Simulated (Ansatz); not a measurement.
Q: Al (A15 (β-W type), Pm-3n) is relaxed with the program Ansatz at the PBE level (PAW). What lattice parameters of the conventional cell result?

A: a = 5.134 Å.

The start of the workflow was typed in or built on a structure type; neither database checked (COD, Materials Project) lists it. It is not the phase usual at ambient conditions (space group No. 225). The PBE relaxation kept the symmetry of its start; whether a distortion lowers the energy is not shown.

Potentials: the later of the program's two PAW sets.
